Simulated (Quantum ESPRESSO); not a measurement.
Space group F-43m (No. 216); a = b = c = 4.521 Å, α = β = γ = 90.00°

| atom | site | symmetry | x | y | z |
|---|---|---|---|---|---|
| B | 4a | -43m | 0.0000 | 0.0000 | 0.0000 |
| P | 4c | -43m | 0.2500 | 0.2500 | 0.2500 |
(The calculation used a cell of 2 atoms; values per cell refer to that cell.)

Cell and atoms were relaxed with PBEsol from Materials Project entry mp-1479, within its symmetry.

### Question
What does PBEsol (Quantum ESPRESSO, PseudoDojo norm-conserving, 76 Ry, without SOC) give for the electronic structure near the Fermi level?

### Answer
The PBEsol gap is indirect, 1.12 eV, from Γ to 85 % of the way from Γ to X; the smallest direct gap is 3.38 eV.
